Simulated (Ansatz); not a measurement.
Relaxed candidate structures of Nb:

**A**
```cif
data_Nb
_chemical_formula_sum 'Nb1'
_space_group_name_H-M_alt 'P 1'
_space_group_IT_number 1
_cell_length_a 2.86022
_cell_length_b 2.86022
_cell_length_c 2.86022
_cell_angle_alpha 109.471
_cell_angle_beta 109.471
_cell_angle_gamma 109.471
loop_
_space_group_symop_operation_xyz
  'x, y, z'
loop_
_atom_site_label
_atom_site_type_symbol
_atom_site_fract_x
_atom_site_fract_y
_atom_site_fract_z
_atom_site_occupancy
Nb1 Nb 0.00000 0.00000 0.00000 1
```

**B**
```xyz
3
Lattice="5.4383 0.0000 0.0000 -2.7192 4.7097 0.0000 0.0000 0.0000 2.6583" Properties=species:S:1:pos:R:3 pbc="T T T"
Nb     2.7192     0.0000     1.3292
Nb     1.3596     2.3549     1.3292
Nb    -1.3596     2.3549     1.3292
```

**C**
```
Nb
1.0
    0.00000     2.10620     2.10620
    2.10620     0.00000     2.10620
    2.10620     2.10620     0.00000
Nb
1
Direct
  0.00000   0.00000   0.00000
```

**D**
```cif
data_Nb8
_chemical_formula_sum 'Nb8'
_space_group_name_H-M_alt 'P 1'
_space_group_IT_number 1
_cell_length_a 5.29050
_cell_length_b 5.29050
_cell_length_c 5.29050
_cell_angle_alpha 90.000
_cell_angle_beta 90.000
_cell_angle_gamma 90.000
loop_
_space_group_symop_operation_xyz
  'x, y, z'
loop_
_atom_site_label
_atom_site_type_symbol
_atom_site_fract_x
_atom_site_fract_y
_atom_site_fract_z
_atom_site_occupancy
Nb1 Nb 0.25000 0.00000 0.50000 1
Nb2 Nb 0.75000 0.00000 0.50000 1
Nb3 Nb 0.00000 0.50000 0.25000 1
Nb4 Nb 0.00000 0.50000 0.75000 1
Nb5 Nb 0.50000 0.25000 0.00000 1
Nb6 Nb 0.50000 0.75000 0.00000 1
Nb7 Nb 0.00000 0.00000 0.00000 1
Nb8 Nb 0.50000 0.50000 0.50000 1
```

**E**
```
CELL_PARAMETERS angstrom
      1.42913     0.82511     7.87482
     -1.42913     0.82511     7.87482
      0.00000    -1.65022     7.87482
ATOMIC_POSITIONS crystal
  Nb 0.00000 0.00000 0.00000
  Nb 0.22228 0.22228 0.22228
  Nb 0.77772 0.77772 0.77772
```

Task: Rank these by energy per atom (lowest first), as r2SCAN (plane waves to 500 eV, PAW, scalar-relativistic; Ansatz, an electronic-structure program) gives it.

Result: A (reference, the lowest among the structures calculated here), D (+0.10 eV/atom), E (+0.30 eV/atom), C (+0.33 eV/atom), B (+1.30 eV/atom)

Each run could gain symmetry but not lose that of its start, so entries can be saddle points. From databases, or of a type measured for this composition: Im-3m, cI2, bcc (W type); Fm-3m, cF4, fcc (Cu type); the others are generated cells (placed on structure types, drawn at random, substituted or restacked) that were not matched to a known phase here. Energies are at zero temperature and pressure, without zero-point motion. Each cell has its own k-point mesh; energy differences are given only to the digits this allows. No spin polarisation in the result.
